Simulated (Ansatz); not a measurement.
YSb:
```yaml
crystal:
  lattice:
    - [0.00000, 3.10498, 3.10498]
    - [3.10498, 0.00000, 3.10498]
    - [3.10498, 3.10498, 0.00000]
  atoms:
    - { symbol: Y, position: [0.50000, 0.50000, 0.50000] }
    - { symbol: Sb, position: [0.00000, 0.00000, 0.00000] }
```

Relaxed with r²SCAN. Special points in fractions of this cell's reciprocal vectors: Γ (0.000, 0.000, 0.000); X (0.500, 0.000, 0.500); U (0.625, 0.250, 0.625); K (0.375, 0.375, 0.750); L (0.500, 0.500, 0.500); W (0.500, 0.250, 0.750).

**Question.** List the band energies nearest the Fermi level at these points for r²SCAN in the plane-wave PAW code Ansatz.

**Answer.** In eV from the Fermi level; about four levels below and three above (degenerate sets whole), none deeper than 8.9 eV; points with the same levels are listed once.

```
k                    below                above
-  -----------------------  -------------------
Γ                        –       0.50 0.50 0.50
X  -3.19 -1.01 -1.01 -0.34  2.53 3.18 3.75 3.75
U        -2.95 -2.89 -1.60       1.17 3.32 3.65
L  -8.88 -4.44 -2.03 -2.03       3.07 3.07 3.38
W        -2.66 -2.66 -2.48       2.46 2.46 2.90
```

Space group Fm-3m (rock salt). The first step of the workflow began from a Materials Project structure, measured or hypothetical; the Crystallography Open Database files this formula in space group No. 225, but the cells were not matched. Whether it is the stable phase at ambient conditions was not checked. The cell was relaxed with r²SCAN under the symmetry of its start; whether a distortion lowers the energy is not shown. The run is not spin-polarised. Spin–orbit coupling is left out wherever it is not named.

Potentials: the later of the program's two PAW sets.
